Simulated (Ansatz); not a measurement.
A geometry of Na$_{2}$S away from equilibrium: step 2 of the relaxation of a relaxed Na2S cell with one Na and one S atom exchanged in a cell of 6 atoms. All values below come from r2SCAN (plane waves to 500 eV, PAW, scalar-relativistic; Ansatz, a quantum-chemistry and plane-wave program). Γ-centred k-mesh 3×6×6 on the run's cell (coarser than for final values), Fermi–Dirac smearing 0.05 eV. The plane waves were selected for a different cell earlier on the path.

```yaml
crystal:
  lattice:
    - [0.06702, 6.57265, 6.57265]
    - [3.31983, 0.00000, 3.31983]
    - [3.31983, 3.31983, 0.00000]
  atoms:
    - { symbol: S, position: [0.13023, 0.24652, 0.24652] }
    - { symbol: Na, position: [0.63746, 0.24170, 0.24170] }
    - { symbol: Na, position: [0.34958, 0.76695, 0.76695] }
    - { symbol: Na, position: [0.89526, 0.73649, 0.73649] }
    - { symbol: S, position: [0.99667, 0.00222, 0.00222] }
    - { symbol: Na, position: [0.49080, 0.00613, 0.00613] }
```

Question: What forces act on the atoms (eV/Å)?

Answer: 
```csv
atom,Fx,Fy,Fz
S1,-0.39,0.39,0.39
Na2,-0.42,0.42,0.42
Na3,0.73,-0.73,-0.73
Na4,-0.68,0.68,0.68
S5,0.40,-0.40,-0.40
Na6,0.35,-0.35,-0.35
```

The path ends in R3m (No. 160). No spin polarisation in the result.

The run could not lose the symmetry of its start.

The runs began from a structure in Materials Project; this end point is another cell, not compared with measured phases.
